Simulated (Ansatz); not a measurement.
Relaxed BN (zinc blende):

```xyz
4
Lattice="0.0000 3.6097 3.6097 1.8049 0.0000 1.8049 1.8049 1.8049 0.0000" Properties=species:S:1:pos:R:3 pbc="T T T"
N      2.7073     2.7073     2.7073
N      2.7073     4.5122     4.5122
B      0.0000     0.0000     0.0000
B      1.8049     3.6097     1.8049
```

The atoms are displaced by Q × the pattern below (from a DFPT mode at L = (0.5, 0.0, 0.0), largest move 1; Q in Å), at fixed cell. (q is in reciprocal vectors of the primitive cell; the cell shown is doubled to hold the pattern.)

```tsv
atom	x	y	z
N1	-0.577	0.577	0.577
N2	0.577	-0.577	-0.577
B3	0.351	-0.351	-0.351
B4	-0.351	0.351	0.351
```

The numbers are results of r2SCAN (plane waves to 500 eV, PAW, scalar-relativistic; Ansatz, an electronic-structure program), not measurements. k mesh 8×16×16 (Γ-centred), Fermi-Dirac smearing 0.05 eV. E stands for the smeared free energy. Left out: 2 of 13 points, with atoms too close for the PAW data. BN was relaxed with its symmetry unable to fall. ΔE is measured from the undisplaced structure.

| Q (Å) | ΔE (eV/cell) |
|---|---|
| -0.233 | 4.373 |
| -0.140 | 1.353 |
| -0.047 | 0.139 |
| 0.047 | 0.139 |
| 0.140 | 1.353 |
| 0.233 | 4.373 |

### Question
Which DFPT wavenumber at L = (0.5, 0.0, 0.0) belongs to this mode?
A) 978 cm⁻¹
B) 498 cm⁻¹
C) 1158 cm⁻¹

### Answer
A, 978 cm⁻¹. The curvature of the scan gives 978 cm⁻¹

(A displaced cell: forces are minus the slopes of the energy, force constants its curvatures, and phonons follow from these.)
